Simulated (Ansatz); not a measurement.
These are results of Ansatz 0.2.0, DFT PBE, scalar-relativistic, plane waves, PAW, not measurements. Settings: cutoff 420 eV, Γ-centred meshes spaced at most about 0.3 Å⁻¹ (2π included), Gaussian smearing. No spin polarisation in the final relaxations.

All energies are static (0 K, no zero-point motion). All come from trial cells, and lower structures may exist.

**Question.** Which of these relaxed structures of SnPb₃O₄ is the lowest in energy?
A.

```xyz
8
Lattice="-2.8305 2.8305 5.4197 2.8305 -2.8305 5.4197 2.8305 2.8305 -5.4197" Properties=species:S:1:pos:R:3 pbc="T T T"
Sn    0.0000    0.0000    9.2196
Pb    0.0000    2.8305    1.4976
Pb    2.8305    0.0000    1.4976
Pb    0.0000    0.0000    3.9316
O     1.3846    1.3846    8.1577
O     1.4459    1.4459    2.7380
O    -1.3846    1.3846    8.1577
O     1.3846   -1.3846    8.1577
```

B.

```xyz
8
Lattice="4.0018 0.0000 0.0000 0.0000 4.0018 0.0000 0.0000 0.0000 10.9130" Properties=species:S:1:pos:R:3 pbc="T T T"
Sn    0.0000    0.0000    1.1738
Pb    0.0000    0.0000    6.6043
Pb    2.0009    2.0009    4.1823
Pb    2.0009    2.0009    9.7613
O     0.0000    2.0009    0.0907
O     0.0000    2.0009    5.4179
O     2.0009    0.0000    0.0907
O     2.0009    0.0000    5.4179
```

**Answer.** A. It has space group I4mm (No. 107); the next, B, with space group P4mm (No. 99), lies 13 meV/atom higher. Counting O atoms around Pb and Sn (those within 1.25 times the shortest such distance or 1.15 times the sum of covalent radii), the lowest and the next both have Sn 4, Pb 4.

Weakly bound directions are ill-defined at this level, which has no dispersion term (I4mm, P4mm), and this can change margins and order among such cells. These runs have no spin–orbit coupling, which can matter for Pb. With atoms moved at random, I4mm came back. Other cells relaxed within their symmetry can be saddle points. Some structure types and database cells were kept out of the candidates from the start, so a known form may be missing.
